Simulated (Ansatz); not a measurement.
A relaxed structure of InP is spoiled in several ways and relaxed again each time (noise and exchanges are one random draw each; pressure is positive under compression). These are r2SCAN (plane waves to 500 eV, PAW, scalar-relativistic; Ansatz, a program for electronic structure) values and carry that method's errors.

```cif
data_In4P4
_chemical_formula_sum 'P4 In4'
_space_group_name_H-M_alt 'F-43m'
_space_group_IT_number 216
_space_group_name_Hall 'F -4 2 3'
_cell_length_a 5.90665
_cell_length_b 5.90665
_cell_length_c 5.90665
_cell_angle_alpha 90.000
_cell_angle_beta 90.000
_cell_angle_gamma 90.000
loop_
_atom_site_label
_atom_site_type_symbol
_atom_site_symmetry_multiplicity
_atom_site_Wyckoff_symbol
_atom_site_fract_x
_atom_site_fract_y
_atom_site_fract_z
_atom_site_occupancy
P1 P 4 c 0.25000 0.25000 0.25000 1
In1 In 4 a 0.00000 0.00000 0.00000 1
```
(The calculation used a cell of 2 atoms; values per cell refer to that cell.)

```tsv
change	first pressure (GPa)	first V (Å³/atom)	released (eV/atom)	moves	outcome	final group	E − E(parent) (eV/atom)
with every coordinate shifted by Gaussian noise of σ = 0.2 Å	9.2	25.76	0.79	6	returns to the parent	F-43m	0.000
deformed by the Cartesian strain tensor (xx, yy, zz, yz, xz, xy) = (0.100, -0.060, 0.092, 0.007, -0.004, 0.044)	-6.0	29.03	0.16	5	returns to the parent	F-43m	0.000
doubled along one cell vector, shaken by Gaussian noise of σ = 0.08 Å a coordinate	0.3	25.76	0.057	3	returns to the parent	F-43m	0.000
```

First-step values come from each run's starting, coarser k-mesh (7×7×7, 7×7×6, 7×7×4). Each cell has its own k-point mesh; energy differences are given only to the digits this allows. No spin polarisation in the result.
